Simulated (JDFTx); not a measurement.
An input for a modified build of JDFTx (C2H2F2 (built from vinylidene fluoride), charge -1, multiplicity 2, CANDLE, water, 1 M KCl; bohr, hartree) and the course of its log:

```
lattice \
  22.2042819644 0.0000000000 0.0000000000 \
  0.0000000000 21.2594189020 0.0000000000 \
  0.0000000000 0.0000000000 17.4799666528
coords-type Cartesian
ion C -1.4520878109 -0.0003742780 0.0001430536 0
ion C 1.0269746402 -0.0002477525 0.0011490175 0
ion F 2.4779964592 -2.0432314113 0.0008473632 0
ion F 2.4769841131 2.0432314113 -0.0012334746 0
ion H -2.4773764940 1.7474273316 0.0012334746 0
ion H -2.4779964592 -1.7477348318 -0.0011995061 0
ion-species pseudo/c_pbe_v1.2.upf
ion-species pseudo/f_pbe_v1.4.upf
ion-species pseudo/h_pbe_v1.4.upf
elec-cutoff 20 100
elec-ex-corr gga-PBE
symmetries none
elec-n-bands 13
spintype z-spin
elec-initial-magnetization 1 yes
elec-initial-charge +1
electronic-scf nIterations 100 energyDiffThreshold 1e-8
fluid LinearPCM
pcm-variant CANDLE
fluid-solvent H2O
fluid-cation K+ 1
fluid-anion Cl- 1
fluid-minimize nIterations 400 knormThreshold 1e-11
dump-name s0.$VAR
dump End State Ecomponents EigStats BandEigs Forces ElecDensity IonicPositions FluidDebug
```

```
[one cycle in 5 is shown, and the last three; fluid-solver lines are left out]
SCF: Cycle:  0   Etot: -61.213560674175433   dEtot: -6.659e-03   |Residual|: 1.176e-02   |deigs|: 1.137e-03
SCF: Cycle:  5   Etot: -61.213958340079991   dEtot: +7.397e-05   |Residual|: 1.246e-02   |deigs|: 1.197e-04
SCF: Cycle: 10   Etot: -61.213727294597263   dEtot: +1.334e-04   |Residual|: 1.308e-02   |deigs|: 4.626e-04
SCF: Cycle: 15   Etot: -61.215002821491254   dEtot: +1.009e-03   |Residual|: 9.411e-03   |deigs|: 7.174e-04
SCF: Cycle: 20   Etot: -61.214827311375132   dEtot: -3.119e-05   |Residual|: 3.563e-03   |deigs|: 1.391e-03
SCF: Cycle: 25   Etot: -61.215416793813048   dEtot: -4.857e-05   |Residual|: 2.541e-03   |deigs|: 4.360e-04
SCF: Cycle: 30   Etot: -61.215776869585817   dEtot: -1.186e-05   |Residual|: 2.365e-03   |deigs|: 1.918e-04
SCF: Cycle: 35   Etot: -61.215364278514329   dEtot: +2.736e-05   |Residual|: 1.848e-03   |deigs|: 2.295e-05
SCF: Cycle: 40   Etot: -61.215468259759923   dEtot: -3.473e-05   |Residual|: 1.264e-03   |deigs|: 6.729e-05
SCF: Cycle: 45   Etot: -61.215510008627490   dEtot: +1.684e-05   |Residual|: 1.369e-03   |deigs|: 5.616e-05
SCF: Cycle: 50   Etot: -61.215548381782831   dEtot: -4.292e-06   |Residual|: 1.630e-03   |deigs|: 4.279e-05
SCF: Cycle: 55   Etot: -61.215432117917700   dEtot: +7.795e-06   |Residual|: 1.307e-03   |deigs|: 1.400e-05
SCF: Cycle: 60   Etot: -61.215385465637858   dEtot: +1.631e-05   |Residual|: 9.877e-04   |deigs|: 4.440e-05
SCF: Cycle: 65   Etot: -61.215381148979880   dEtot: -4.083e-06   |Residual|: 9.419e-04   |deigs|: 4.362e-05
SCF: Cycle: 70   Etot: -61.215401950441603   dEtot: -5.115e-07   |Residual|: 8.764e-04   |deigs|: 1.022e-05
SCF: Cycle: 75   Etot: -61.215419286477868   dEtot: +8.092e-07   |Residual|: 8.701e-04   |deigs|: 1.640e-05
SCF: Cycle: 80   Etot: -61.215464281300193   dEtot: -2.208e-05   |Residual|: 7.557e-04   |deigs|: 9.661e-05
SCF: Cycle: 85   Etot: -61.215481524765394   dEtot: -3.714e-06   |Residual|: 1.056e-03   |deigs|: 4.464e-05
SCF: Cycle: 90   Etot: -61.215489085793273   dEtot: -4.640e-06   |Residual|: 1.834e-03   |deigs|: 1.508e-05
SCF: Cycle: 95   Etot: -61.215520984562673   dEtot: -1.129e-05   |Residual|: 1.087e-03   |deigs|: 5.719e-05
SCF: Cycle: 97   Etot: -61.215519797760564   dEtot: -2.472e-06   |Residual|: 1.529e-03   |deigs|: 7.217e-05
SCF: Cycle: 98   Etot: -61.215524930176080   dEtot: -5.132e-06   |Residual|: 1.703e-03   |deigs|: 5.725e-05
SCF: Cycle: 99   Etot: -61.215539089998707   dEtot: -1.416e-05   |Residual|: 1.710e-03   |deigs|: 8.488e-05
SCF: None of the convergence criteria satisfied after 100 iterations.
IonicMinimize: Iter:   0  Etot: -61.215539089998707  |grad|_K:  0.000e+00
IonicMinimize: Converged (|grad|_K<1.000000e-04).
```

This run gave no converged result. The electronic loop ended without meeting its threshold, so the last energy, chemical potential and forces aren't results.
